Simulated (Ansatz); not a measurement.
**Kick test of a cell of SrMgTa3Sb**

It was reached by relaxing an invented guess, and it needn't be the stable form of this composition.

Level of theory: Ansatz 0.2.0, DFT PBE, scalar-relativistic, plane waves, PAW. Plane waves to 420 eV, a k mesh through Γ of 6×6×6 on the computed 6-atom cell and Gaussian smearing (0.10 eV); no spin polarisation.

The cell below (6 atoms, space group P-6m2 (No. 187)) is relaxed within its symmetry.

```cif
data_structure
_symmetry_space_group_name_H-M 'P 1'
_symmetry_Int_Tables_number 1
_cell_length_a 5.6838
_cell_length_b 5.6838
_cell_length_c 5.0056
_cell_angle_alpha 90.000
_cell_angle_beta 90.000
_cell_angle_gamma 120.000
_cell_volume 140.05
loop_
_atom_site_label
_atom_site_type_symbol
_atom_site_fract_x
_atom_site_fract_y
_atom_site_fract_z
_atom_site_occupancy
Sr1 Sr 0.00000 0.00000 0.00000 1
Mg1 Mg 0.66667 0.33333 0.00000 1
Ta1 Ta 0.50192 0.00385 0.50000 1
Ta2 Ta 0.99615 0.49808 0.50000 1
Ta3 Ta 0.50192 0.49808 0.50000 1
Sb1 Sb 0.33333 0.66667 0.00000 1
```

For the test a repeat of it with 12 atoms (edges 5.01, 5.68, 9.84 Å) was strained at random (σ = 1.5 % a component), the atoms were moved at random (σ = 0.05 Å), and all was relaxed again on a coarse 4×4×2 mesh (in the run’s order of axes) with 0.20 eV smearing, with no symmetry imposed.

These runs have no spin–orbit coupling, which can matter for Sb and Ta.

Question: What happens?

Answer: It doesn't return. The energy falls by 11 meV/atom on that mesh, the volume changes by -0.8 %, and the end has space group P-6 (No. 174) at a loose tolerance. Relaxed again on a 6×6×6 mesh with 0.10 eV smearing, the new structure lies 12 meV/atom below the first (mesh in the axes of the run's cell; the cell below is made exact in the group named). Space group P-6 (No. 174), hexagonal, a = 5.659 Å, c = 5.004 Å. Around Sr lie 3 Sb at 3.27 Å, 3 Mg at 3.27 Å, 6 Ta at 3.65 Å and 6 Ta at 3.91 Å; Mg has 6 Ta at 2.99 Å, 3 Sb at 3.27 Å and 3 Sr at 3.27 Å; Ta is surrounded by 4 Ta at 2.82–2.87 Å, 2 Mg at 2.99 Å, 2 Sb at 3.00 Å, 2 Sr at 3.65 Å and 2 Sr at 3.91 Å; Sb has 6 Ta at 3.00 Å, 3 Sr at 3.27 Å and 3 Mg at 3.27 Å.

```xyz
6
Lattice="5.6594 0.0000 0.0000 -2.8297 4.9012 0.0000 0.0000 0.0000 5.0045" Properties=species:S:1:pos:R:3 pbc="T T T"
Sr    2.8297    1.6337    0.0000
Mg    0.0000    3.2675    0.0000
Ta   -1.4930    3.9234    2.5022
Ta    1.3146    4.2325    2.5022
Ta    0.1785    1.6465    2.5022
Sb    0.0000    0.0000    0.0000
```
